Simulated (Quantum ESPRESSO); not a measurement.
GeAlSiO5F, input and log of a self-consistent run

Simulated, not a measurement. The program is pw.x of Quantum ESPRESSO 7.5 (plane-wave density functional theory). The cell is made up: 9 atoms on a corundum lattice with one site empty, with randomly drawn elements, strain and displacements, not relaxed. PseudoDojo standard norm-conserving files (v0.5 for PBE, v0.4.1 for LDA and PBEsol) set the functional; there is no spin polarisation, spin-orbit coupling or dispersion term, and the masses in the input are unused placeholders.

Input:

```
&control calculation='scf', pseudo_dir='./dojo.nc.sr.pbe.v0_5.standard.upf', outdir='./o', disk_io='medium', tprnfor=.true., tstress=.true. /
&system ibrav=0, nat=9, ntyp=5, nbnd=35, ecutwfc=84.00895049, nosym=.true., tot_charge=0,
 occupations='smearing', smearing='fd', degauss=0.0018374661
/
&electrons conv_thr=7.350e-09, electron_maxstep=60, /
ATOMIC_SPECIES
Al 1.0 Al.upf
F 1.0 F.upf
Ge 1.0 Ge.upf
O 1.0 O.upf
Si 1.0 Si.upf
CELL_PARAMETERS angstrom
2.3702 1.3887 4.3165
-2.4535 1.4266 4.3504
-0.0088 -2.816 4.3336
ATOMIC_POSITIONS angstrom
Ge -0.0172 -0.0093 1.9107
Al 0.0395 -0.0464 8.4474
Si -0.093 0.0328 11.0229
O -1.0062 1.3578 7.5186
O -0.8212 -1.5512 7.5924
O 1.5077 -0.0204 7.5067
F 0.7986 -1.5136 5.3465
O 0.6461 1.6513 5.4312
O -1.7527 -0.1874 5.5061
K_POINTS automatic
6 5 5 1 1 1
```

The log is shortened where brackets say so; the opening notice, blank lines, dates and the lines on written files are dropped, and the path of the files is cut. It prints rydbergs, bohrs and kilobars, and counts compression as positive stress. With no partly filled state, the Fermi energy that it prints is only some level between the filled and the empty states on the mesh, and need not lie in the true gap.

```
     Program PWSCF v.7.5
     Parallel version (MPI & OpenMP), running on       1 processor cores
     Number of MPI processes:                 1
     Threads/MPI process:                     1
     [start-up lines left out]
     bravais-lattice index     =            0
     lattice parameter (alat)  =       9.6688  a.u.
     unit-cell volume          =     595.7382 (a.u.)^3
     number of atoms/cell      =            9
     number of atomic types    =            5
     number of electrons       =        58.00
     number of Kohn-Sham states=           35
     kinetic-energy cutoff     =      84.0090  Ry
     charge density cutoff     =     336.0358  Ry
     scf convergence threshold =      7.3E-09
     mixing beta               =       0.7000
     number of iterations used =            8  plain     mixing
     Exchange-correlation= PBE
                           (   1   4   3   4   0   0   0)
     [axes and pseudopotential details left out]
   Cartesian axes
     site n.     atom                  positions (alat units)
         1        Ge     tau(   1) = (  -0.0033617  -0.0018177   0.3734393  )
         2        Al     tau(   2) = (   0.0077201  -0.0090687   1.6510135  )
         3        Si     tau(   3) = (  -0.0181765   0.0064106   2.1543855  )
         4        O      tau(   4) = (  -0.1966581   0.2653770   1.4694829  )
         5        O      tau(   5) = (  -0.1605005  -0.3031764   1.4839068  )
         6        O      tau(   6) = (   0.2946745  -0.0039871   1.4671571  )
         7        F      tau(   7) = (   0.1560835  -0.2958276   1.0449539  )
         8        O      tau(   8) = (   0.1262779   0.3227406   1.0615082  )
         9        O      tau(   9) = (  -0.3425588  -0.0366266   1.0761471  )
     number of k points=    75  Fermi-Dirac smearing, width (Ry)=  0.0018
                       cart. coord. in units 2pi/alat
        k(    1) = (  -0.0169758  -0.0102230   0.1113882), wk =   0.0266667
        k(    2) = (  -0.0183265  -0.2525090   0.1900779), wk =   0.0266667
     [further k points left out]
     Dense  grid:    61985 G-vectors     FFT dimensions: (  60,  60,  60)
     Estimated max dynamical RAM per process >      92.11 MB
     Initial potential from superposition of free atoms
     starting charge      57.9961, renormalised to      58.0000
     Starting wfcs are   41 randomized atomic wfcs
     total cpu time spent up to now is       18.4 secs
     per-process dynamical memory:    76.3 Mb
     Self-consistent Calculation
     iteration #  1     ecut=    84.01 Ry     beta= 0.70
     Davidson diagonalization with overlap
     ethr =  1.00E-02,  avg # of iterations =  2.5
     total cpu time spent up to now is       71.2 secs
     total energy              =    -405.99390454 Ry
     estimated scf accuracy    <       1.95958621 Ry
     iteration #  2     ecut=    84.01 Ry     beta= 0.70
     Davidson diagonalization with overlap
     ethr =  3.38E-03,  avg # of iterations =  2.1
     total cpu time spent up to now is      139.9 secs
     total energy              =    -406.51240037 Ry
     estimated scf accuracy    <       1.89096204 Ry
     iteration #  3     ecut=    84.01 Ry     beta= 0.70
     Davidson diagonalization with overlap
     ethr =  3.26E-03,  avg # of iterations =  2.0
     total cpu time spent up to now is      200.1 secs
     total energy              =    -406.86267291 Ry
     estimated scf accuracy    <       0.02880721 Ry
     iteration #  4     ecut=    84.01 Ry     beta= 0.70
     Davidson diagonalization with overlap
     ethr =  4.97E-05,  avg # of iterations =  6.3
     total cpu time spent up to now is      276.1 secs
     total energy              =    -406.87411339 Ry
     estimated scf accuracy    <       0.00655453 Ry
     iteration #  5     ecut=    84.01 Ry     beta= 0.70
     Davidson diagonalization with overlap
     ethr =  1.13E-05,  avg # of iterations =  4.5
     total cpu time spent up to now is      332.9 secs
     total energy              =    -406.87490459 Ry
     estimated scf accuracy    <       0.00140141 Ry
     iteration #  6     ecut=    84.01 Ry     beta= 0.70
     Davidson diagonalization with overlap
     ethr =  2.42E-06,  avg # of iterations =  4.9
     total cpu time spent up to now is      381.2 secs
     total energy              =    -406.87500069 Ry
     estimated scf accuracy    <       0.00026626 Ry
     iteration #  7     ecut=    84.01 Ry     beta= 0.70
     Davidson diagonalization with overlap
     ethr =  4.59E-07,  avg # of iterations =  2.0
     total cpu time spent up to now is      428.8 secs
     total energy              =    -406.87501052 Ry
     estimated scf accuracy    <       0.00004295 Ry
     iteration #  8     ecut=    84.01 Ry     beta= 0.70
     Davidson diagonalization with overlap
     ethr =  7.41E-08,  avg # of iterations =  2.0
     total cpu time spent up to now is      478.7 secs
     total energy              =    -406.87502312 Ry
     estimated scf accuracy    <       0.00000214 Ry
     iteration #  9     ecut=    84.01 Ry     beta= 0.70
     Davidson diagonalization with overlap
     ethr =  3.70E-09,  avg # of iterations =  2.2
     total cpu time spent up to now is      536.8 secs
     total energy              =    -406.87502332 Ry
     estimated scf accuracy    <       0.00000101 Ry
     iteration # 10     ecut=    84.01 Ry     beta= 0.70
     Davidson diagonalization with overlap
     ethr =  1.73E-09,  avg # of iterations =  2.0
     total cpu time spent up to now is      588.1 secs
     total energy              =    -406.87502342 Ry
     estimated scf accuracy    <       0.00000008 Ry
     iteration # 11     ecut=    84.01 Ry     beta= 0.70
     Davidson diagonalization with overlap
     ethr =  1.31E-10,  avg # of iterations =  2.0
     total cpu time spent up to now is      634.5 secs
     End of self-consistent calculation
          k =-0.0170-0.0102 0.1114 (  7762 PWs)   bands (ev):
   -18.3291 -17.0802 -17.0353 -17.0027 -16.9402 -16.5626 -11.9062  -9.9858
    -9.7203  -9.3796  -8.8431  -2.2035  -0.6599   0.4901   0.8250   1.3712
     2.0520   2.5565   3.3912   3.5963   4.3407   4.6908   5.4449   5.8047
     6.0267   6.5085   6.7461   7.1107   7.3259  10.3423  13.4810  14.5749
    16.2422  17.1306  17.5530
     [levels at the other k points left out]
     the Fermi energy is     8.8611 ev
!    total energy              =    -406.87502345 Ry
     estimated scf accuracy    <          3.2E-09 Ry
     smearing contrib. (-TS)   =       0.00000000 Ry
     internal energy E=F+TS    =    -406.87502345 Ry
     The total energy is F=E-TS. E is the sum of the following terms:
     one-electron contribution =    -158.50856219 Ry
     hartree contribution      =     120.01486318 Ry
     xc contribution           =    -102.38695686 Ry
     ewald contribution        =    -265.99436758 Ry
     convergence has been achieved in  11 iterations
     Forces acting on atoms (cartesian axes, Ry/au):
     atom    1 type  3   force =    -0.09467553   -0.09779000    0.13448341
     atom    2 type  1   force =    -0.03093281    0.00778950   -0.07109324
     atom    3 type  5   force =     0.10923920   -0.02775939    0.10851506
     atom    4 type  4   force =     0.05179144    0.08846899   -0.05884320
     atom    5 type  4   force =    -0.07722226    0.03667591   -0.05355289
     atom    6 type  4   force =     0.09396065   -0.07414926   -0.10831662
     atom    7 type  2   force =     0.04641481    0.04203222   -0.02232186
     atom    8 type  4   force =     0.00533290    0.00902818    0.05326048
     atom    9 type  4   force =    -0.10390841    0.01570386    0.01786885
     Total force =     0.368916     Total SCF correction =     0.000199
     Computing stress (Cartesian axis) and pressure
          total   stress  (Ry/bohr**3)                   (kbar)     P=      -61.18
  -0.00051769   0.00061417  -0.00018354          -76.15       90.35      -27.00
   0.00061417  -0.00081806  -0.00022081           90.35     -120.34      -32.48
  -0.00018354  -0.00022081   0.00008813          -27.00      -32.48       12.97
     init_run     :     17.81s CPU     18.08s WALL (       1 calls)
     electrons    :    604.33s CPU    616.11s WALL (       1 calls)
     forces       :      6.64s CPU      6.71s WALL (       1 calls)
     stress       :     24.09s CPU     24.18s WALL (       1 calls)
     [timing details left out]
     PWSCF        :  10m53.27s CPU  11m 5.79s WALL
     JOB DONE.
```

In other units: free energy -5535.817 eV for the cell, pressure -6.12 GPa, largest force component 3.458 eV/Å. A rerun of this cell at a cutoff of 1437 eV and k mesh 8 x 7 x 7 moved values by no more than 0.003 eV in energy, 0.04 GPa in stress and 0.002 eV/Å in force.